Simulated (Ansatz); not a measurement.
Total density of states per atom from PBE (plane waves, PAW; program Ansatz), in 0.25 eV bins, energy from the Fermi level:

(E (eV), states/eV/atom): (-6.00, 0.00); (-5.75, 0.02); (-5.50, 0.04); (-5.25, 0.06); (-5.00, 0.08); (-4.75, 0.09); (-4.50, 0.11); (-4.25, 0.14); (-4.00, 0.17); (-3.75, 0.26); (-3.50, 0.84); (-3.25, 1.02); (-3.00, 1.13); (-2.75, 1.37); (-2.50, 1.43); (-2.25, 1.28); (-2.00, 0.62); (-1.75, 0.57); (-1.50, 1.97); (-1.25, 2.09); (-1.00, 1.29); (-0.75, 1.13); (-0.50, 1.25); (-0.25, 2.20); (0.00, 1.55); (0.25, 1.07); (0.50, 0.57); (0.75, 0.49); (1.00, 0.46); (1.25, 0.48); (1.50, 0.53); (1.75, 0.78); (2.00, 0.91); (2.25, 0.96); (2.50, 1.11); (2.75, 1.29); (3.00, 1.26); (3.25, 1.54); (3.50, 1.37); (3.75, 1.51); (4.00, 2.84); (4.25, 1.31); (4.50, 0.94); (4.75, 0.78)

Question: Pick the material that matches.
A) Sr, fcc (Cu type)
B) Nb, bcc (W type)
C) Zr, hcp (Mg type)
D) Sn, β-Sn type

Answer: B, Nb, bcc (W type). Within 0.5 eV of the Fermi level: Nb 4d 86 %, Nb 5s 9 %. Projections are on Löwdin-orthogonalised atomic valence shells; empty p or d shells of many metals are not among them.

Space group Im-3m (bcc (W type)). The cell was relaxed with PBE under the symmetry of its start. No spin polarisation was allowed. Spin–orbit coupling is left out wherever it is not named.

Potentials: the later of the program's two PAW sets.
